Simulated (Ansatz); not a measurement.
WO3:
```
WO3
1.0
    3.79963     0.00000     0.00000
    0.00000     3.79963     0.00000
    0.00000     0.00000     3.79963
W O
1 3
Direct
  0.00000   0.00000   0.00000
  0.00000   0.00000   0.50000
  0.50000   0.00000   0.00000
  0.00000   0.50000   0.00000
```

Relaxed with PBEsol. Special points in fractions of this cell's reciprocal vectors: Γ (0.000, 0.000, 0.000); X (0.000, 0.500, 0.000); M (0.500, 0.500, 0.000); R (0.500, 0.500, 0.500).

Task: List the band energies nearest the valence-band maximum at these points for DFT-PBEsol with spin–orbit coupling in the program Ansatz with PAW potentials.

Result: In eV from the valence-band maximum; about four levels below and three above (degenerate sets whole), none deeper than 8.9 eV; points with the same levels are listed once.

```json
[
 {"k": "Γ", "below": "-0.98 -0.98 -0.98 -0.98", "above": "0.40 0.40 0.40 0.40"},
 {"k": "X", "below": "-1.12 -1.12 -1.02 -1.02", "above": "0.62 0.62 3.98 3.98"},
 {"k": "M", "below": "-1.92 -1.92 -0.02 -0.02", "above": "3.98 3.98 4.26 4.26"},
 {"k": "R", "below": "0.00 0.00 0.00 0.00", "above": "5.37 5.37 5.37 5.37"}
]
```

Space group Pm-3m (ReO3 type). The workflow started from a Materials Project entry (that database holds measured and hypothetical structures alike); the Crystallography Open Database copy checked does not list it. COD files the formula under space group No. 2, 14, 62, 129, 130, 191, so this cell is another polymorph or a model. Its standing as an ambient phase is unchecked. The cell was relaxed with PBEsol under the symmetry of its start. At this level the phase is dynamically unstable (imaginary phonons). The run is not spin-polarised. No Hubbard U is applied.

Potentials: the earlier of the program's two PAW sets.
